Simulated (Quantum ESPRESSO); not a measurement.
# Ga2AlInP4: convergence and cost over cutoff and k mesh

A calculation, not a measurement. The program is pw.x of Quantum ESPRESSO 7.5 (plane-wave density functional theory). The cell is made up: 8 atoms on a zincblende/diamond lattice, with randomly drawn elements, strain and displacements, not relaxed. PseudoDojo standard norm-conserving files (v0.5 for PBE, v0.4.1 for LDA and PBEsol) set the functional; there is no spin polarisation, spin-orbit coupling or dispersion term, and the masses in the input are unused placeholders.

Input of the run in row 2:

```
&control calculation='scf', pseudo_dir='./dojo.nc.sr.pbe.v0_5.standard.upf', outdir='./o', disk_io='medium', tprnfor=.true., tstress=.true. /
&system ibrav=0, nat=8, ntyp=4, nbnd=37, ecutwfc=79.96652505, nosym=.true., tot_charge=0,
 occupations='smearing', smearing='fd', degauss=0.0018374661
/
&electrons conv_thr=7.350e-09, electron_maxstep=60, /
ATOMIC_SPECIES
Al 1.0 Al.upf
Ga 1.0 Ga.upf
In 1.0 In.upf
P 1.0 P.upf
CELL_PARAMETERS angstrom
5.7047 0.0 0.0
0.0 5.7047 0.0
0.0 0.0 5.7047
ATOMIC_POSITIONS angstrom
Ga 0.0089 0.0028 -0.0161
Al 0.0173 2.8556 2.8365
Ga 2.8496 -0.0112 2.8382
In 2.8856 2.7874 -0.0074
P 1.4337 1.4483 1.4176
P 1.4257 4.3096 4.29
P 4.2808 1.4336 4.2575
P 4.2801 4.2915 1.4495
K_POINTS automatic
4 4 4 1 1 1
```

The same cell was run at these settings. Meshes are shifted by half a step, and differences are from the last row, which is itself not exact.

```
cutoff (eV)     k mesh  k points solved  threshold (eV)  free energy less the last row's (eV)  pressure (GPa)  largest stress difference (GPa)  largest force difference (eV/Å)  iterations  wall time (s)  k-point pools              processor
        762  2 x 2 x 2                4           1e-04                                 3.858          -28.43                            26.16                            0.022           6             38              1  AMD EPYC, Zen 5 class
       1088  4 x 4 x 4               32           1e-07                                 0.008           -2.29                             0.01                            0.001          10            493              1  AMD EPYC, Zen 5 class
       1377  6 x 6 x 6              108           1e-07                                 0.000           -2.28                             0.00                            0.000          10           1500              1  AMD EPYC, Zen 5 class
```

Each pool is one process. Wall times include start-up and a band step at six k points, which weighs most on the coarsest meshes. The runs were on shared virtual cores whose load varied, so times are rough.